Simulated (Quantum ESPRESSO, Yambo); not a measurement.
RhAgO₂ (space group R-3m, No. 166) under isotropic strain (on all lattice vectors), counted from the cell relaxed with PBEsol, atoms relaxed at each step. PBEsol (Quantum ESPRESSO, PseudoDojo norm-conserving, 88 Ry, without SOC); G0W0 in Yambo (4×4×4 Γ-centred k mesh, bands 9 to 112 and a 8 Ry block in the screening, 112 bands in G with the Bruneval-Gonze terminator, plasmon pole fitted at 27.2 eV).

```json
[
 {"strain s (%)": "-3", "PBEsol direct gap at (0.25, -0.5, -0.5) (eV)": "?", "G0W0 direct gap at (0.25, -0.5, -0.5) (eV)": "?"},
 {"strain s (%)": "-1.5", "PBEsol direct gap at (0.25, -0.5, -0.5) (eV)": "0.961", "G0W0 direct gap at (0.25, -0.5, -0.5) (eV)": "1.498"},
 {"strain s (%)": "-0.7", "PBEsol direct gap at (0.25, -0.5, -0.5) (eV)": "0.896", "G0W0 direct gap at (0.25, -0.5, -0.5) (eV)": "1.398"},
 {"strain s (%)": "0", "PBEsol direct gap at (0.25, -0.5, -0.5) (eV)": "0.842", "G0W0 direct gap at (0.25, -0.5, -0.5) (eV)": "1.314"},
 {"strain s (%)": "+1", "PBEsol direct gap at (0.25, -0.5, -0.5) (eV)": "0.770", "G0W0 direct gap at (0.25, -0.5, -0.5) (eV)": "1.192"},
 {"strain s (%)": "+2", "PBEsol direct gap at (0.25, -0.5, -0.5) (eV)": "0.703", "G0W0 direct gap at (0.25, -0.5, -0.5) (eV)": "1.072"}
]
```

Problem. Fit a parabola in s to each column by least squares and predict the withheld row.

Solution. PBEsol: E = 0.842 − 0.0751 s + 0.0028 s² (largest residual 0 meV), giving 1.093 eV at s = -3; the run gave 1.092 eV, a miss of 1 meV. G0W0: E = 1.313 − 0.1219 s + 0.0007 s² (largest residual 1 meV), giving 1.685 eV at s = -3; the run gave 1.696 eV, a miss of 11 meV. The withheld row lies outside the fitted range, so this is an extrapolation. The GW settings are held fixed; their convergence isn't established. The screening block changes size along the series (137 vectors at -3 %, 137 vectors at -1.5 %, 143 vectors at -0.7 %, 149 vectors at +0 %, 149 vectors at +1 %, 149 vectors at +2 %), which puts steps into the G0W0 values. Spin-orbit splittings are left out.

The structure is a Materials Project entry; no match was found in the copy of COD used, and its stability was not checked.
